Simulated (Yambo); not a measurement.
Quantum ESPRESSO input (LDA, PseudoDojo standard norm-conserving files, scalar-relativistic) whose wavefunctions are converted with p2y:

```
&CONTROL
  calculation = 'nscf'
  pseudo_dir = './pseudo'
  outdir = './out'
/
&SYSTEM
  ibrav = 0
  nat = 10
  ntyp = 4
  ecutwfc = 84.0
  ecutrho = 336.0
  occupations = 'fixed'
  force_symmorphic = .true.
  nbnd = 212
/
&ELECTRONS
  conv_thr = 1e-08
  diago_full_acc = .true.
  diago_thr_init = 1e-08
/
ATOMIC_SPECIES
O 15.9990 O.upf
Mg 24.3050 Mg.upf
W 183.8400 W.upf
Pb 207.2000 Pb.upf
CELL_PARAMETERS angstrom
  0.000000000000   4.042575000000   4.042575000000
  4.042575000000   0.000000000000   4.042575000000
  4.042575000000   4.042575000000   0.000000000000
ATOMIC_POSITIONS crystal
O   0.758310000000   0.241690000000   0.758310000000
O   0.241690000000   0.758310000000   0.241690000000
O   0.758310000000   0.241690000000   0.241690000000
O   0.241690000000   0.758310000000   0.758310000000
O   0.758310000000   0.758310000000   0.241690000000
O   0.241690000000   0.241690000000   0.758310000000
Mg   0.500000000000   0.500000000000   0.500000000000
W   0.000000000000   0.000000000000   0.000000000000
Pb   0.750000000000   0.750000000000   0.750000000000
Pb   0.250000000000   0.250000000000   0.250000000000
K_POINTS automatic
1 1 1 0 0 0
```

Yambo's initialisation report on symmetry, reciprocal space, the k grid and the gaps on this mesh:

```
  [02.02] Symmetries
  ==================

  Inversion symmetry    : yes
  Spatial inversion     : yes
  Inversion index       :  25
  K-space Time-reversal : no
  Magnetic symmetries   : no
  Group table correct   : yes
  Symmetries units      :  [cc]

  [02.03] Reciprocal space
  ========================

  nG shells         :   663
  nG charge         :   92769
  nG WFs            :  11575
  nC WFs            :  11575
  G-vecs. in first 66 shells:  [ Number ]
     1    9   15   27   51   59   65   89  113
    137   169   181   229   259   283   307   331   339
    387   411   459   531   537   561   609   645   701
    725   749   821   869   893   941   965  1037  1067
   1139  1211  1243  1291  1363  1411  1459  1471  1591
   1639  1687  1759  1807  1837  1893  1917  1989  2085
   2109  2133  2229  2277  2397  2421  2445  2565  2637
   2685  2733  2741
  ...
  Shell energy in first 66 shells:  [ mHa ]
    0.00000      253.675      338.233      676.466      930.140      1014.70      1352.93      1606.61      1691.16
    2029.40      2283.07      2705.86      2959.54      3044.10      3382.33      3636.00      3720.56      4058.79
    4312.47      4397.03      4735.26      4988.94      5411.73      5665.40      5749.96      6088.19      6341.87
    6426.42      6764.66      7018.33      7102.89      7441.12      7694.80      8117.59      8371.26      8455.82
    8794.06      9047.73      9132.29      9724.20      9808.75      10147.0      10400.7      10823.5      11077.1
    11161.7      11499.9      11753.6      11838.2      12176.4      12430.1      12514.6      12852.8      13106.5
    13529.3      13783.0      13867.5      14205.8      14459.5      14544.0      14882.2      15135.9      15220.5
    15558.7      15812.4      16235.2
  ...

  [02.04] K-grid lattice
  ======================

  Compatible Grid is   : 0D
  K lattice UC volume  :  0.278188 [a.u.]

  IBZ K-points                                      :  1
  BZ  K-points                                      :  1

  K/Q-points units:
  rlu = crystal or reduced units; cc = cartesian coordinates; iku = interal k-units

  K [1]          [rlu]:  0.000000  0.000000  0.000000
         WF components:  11575

  [02.05] Energies & Occupations
  ==============================

  [X] === General ===
  [X] Electronic Temperature                        :  0.000000  0.000000 [eV K]
  [X] Bosonic    Temperature                        :  0.000000  0.000000 [eV K]
  [X] Finite Temperature mode                       : no
  [X] El. density                                   :  0.66601E+24 [cm-3]
  [X] Fermi Level                                   :  9.207357 [eV]

  [X] === Gaps and Widths ===
  [X] Conduction Band Min                           :  2.426313 [eV]
  [X] Valence Band Max                              :  0.000000 [eV]
  [X] Filled Bands                                  :   44
  [X] Empty Bands                                   :   45  212
  [X] Direct Gap                                    :  2.426313 [eV]
  [X] Direct Gap localized at k                     :  1
```
The gaps are LDA values on this mesh alone; only operations without fractional translations are kept.

Spin-orbit coupling is not included.

Geometry of the Materials Project entry, not relaxed at this level.
